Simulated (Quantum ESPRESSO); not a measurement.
Band energies of BaSnO3

```
BaSnO3
1.0
    4.11982     0.00000     0.00000
    0.00000     4.11982     0.00000
    0.00000     0.00000     4.11982
O Sn Ba
3 1 1
Direct
  0.00000   0.50000   0.00000
  0.50000   0.00000   0.00000
  0.00000   0.00000   0.50000
  0.00000   0.00000   0.00000
  0.50000   0.50000   0.50000
```

norm-conserving PBE (Quantum ESPRESSO, 84 Ry, no spin-orbit coupling); path ΓXMΓRX,MR; energies in eV from the valence-band maximum.

```csv
k (1/Å),point,band 17,band 18,band 19,band 20,band 21,band 22,band 23,band 24
0.00,Γ,-1.05,-1.05,-0.49,-0.49,-0.49,0.96,5.02,5.02
0.19,,-1.10,-1.10,-0.90,-0.54,-0.54,1.61,5.27,5.29
0.57,,-1.63,-1.19,-1.19,-0.86,-0.86,4.27,6.56,6.79
0.76,X,-1.72,-1.14,-1.14,-0.98,-0.98,4.97,6.85,7.17
0.95,,-1.68,-1.21,-1.09,-1.06,-0.80,5.13,6.96,7.41
1.33,,-1.56,-1.47,-1.20,-0.73,-0.16,6.38,7.58,7.70
1.53,M,-1.65,-1.10,-1.10,-0.72,-0.05,6.77,7.83,8.16
1.88,,-1.54,-1.52,-1.24,-0.81,-0.25,5.21,6.93,8.09
2.24,,-1.47,-1.22,-1.01,-0.69,-0.42,2.64,5.75,5.92
2.60,Γ,-1.05,-1.05,-0.49,-0.49,-0.49,0.96,5.02,5.02
2.93,,-1.36,-1.36,-0.91,-0.50,-0.50,2.40,5.70,5.70
3.10,,-1.55,-1.55,-0.75,-0.50,-0.50,3.47,6.32,6.32
3.43,,-1.61,-1.61,-0.41,-0.41,-0.35,5.30,6.87,6.87
3.76,,-0.88,-0.88,-0.11,-0.11,-0.04,5.42,5.59,5.59
3.92,R,-0.70,-0.70,0.00,0.00,0.00,5.31,5.31,5.31
4.08,,-0.93,-0.78,-0.11,-0.10,-0.03,5.42,5.53,5.56
4.39,,-1.62,-1.22,-0.58,-0.56,-0.28,5.84,6.70,6.91
4.54,,-1.68,-1.29,-0.80,-0.79,-0.49,5.67,7.20,7.57
4.85,,-1.72,-1.18,-1.10,-0.98,-0.91,5.07,6.93,7.29
5.00,X,-1.72,-1.14,-1.14,-0.98,-0.98,4.97,6.85,7.17
5.00,M,-1.65,-1.10,-1.10,-0.72,-0.05,6.77,7.83,8.16
5.38,,-1.56,-0.71,-0.60,-0.60,-0.02,6.06,6.48,6.48
5.77,R,-0.70,-0.70,0.00,0.00,0.00,5.31,5.31,5.31
```

The PBE gap is indirect, 0.96 eV, from R to Γ; the smallest direct gap is 1.45 eV.

Spin-orbit splittings are left out. The cell is held in this high symmetry; tilts and polar distortions were not searched.

Geometry relaxed with PBEsol.
